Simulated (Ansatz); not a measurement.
BN (zinc blende, space group No. 216), LDA in the plane-wave PAW code Ansatz: ε∞ = 4.57, cell volume 11.47 Å³. Infrared-active transverse modes:

```
ω_TO (cm⁻¹)  oscillator strength S_xx (e²/amu)
-----------  ---------------------------------
1066.8                                  0.5776
```

Problem. Compute the static dielectric constant.

Solution. Each mode adds (4.921e7/V) S/ω²: 2.18. So ε0 = 6.74.

Problem. What LO frequency does the Lyddane–Sachs–Teller relation give?

Solution. ω_LO = ω_TO √(ε0/ε∞) = 1296 cm⁻¹.

Space group F-43m (zinc blende). The cell was relaxed with LDA under the symmetry of its start; phonons on a q-mesh show no instability.

Potentials: the earlier of the program's two PAW sets.
